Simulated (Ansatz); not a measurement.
Here is the system:

InP:
```xyz
6
Lattice="4.1819 0.0000 0.0000 -2.0909 3.6216 0.0000 0.0000 0.0000 9.3911" Properties=species:S:1:pos:R:3 pbc="T T T"
In     2.0937     0.0000     6.2608
In    -1.0469     1.8132     3.1304
In     1.0441     1.8084     0.0000
P      2.0924     0.0000     1.5652
P     -1.0462     1.8120     7.8260
P      1.0448     1.8096     4.6956
```

This is the PBE-relaxed structure.

### Question
All from DFT-PBE in the program Ansatz with PAW potentials, unless another level is named. Give the electronic character.

### Answer
no gap, with almost no states at the Fermi level (zero-gap or semimetallic).

### Question
And the formation energy from the elements (no fitted shifts)?

### Answer
-0.070 eV/atom.

Space group P6_222. The start of the workflow was typed in or built on a structure type; neither database checked (COD, Materials Project) lists it. It is not the phase usual at ambient conditions (space group No. 216). The cell was relaxed with PBE under the symmetry of its start; whether a distortion lowers the energy is not shown. The references are the lowest solids computed at this level, not always the standard phases. Scalar-relativistic: spin–orbit coupling is off unless named, which matters more the heavier the elements.

Potentials: the earlier of the program's two PAW sets.
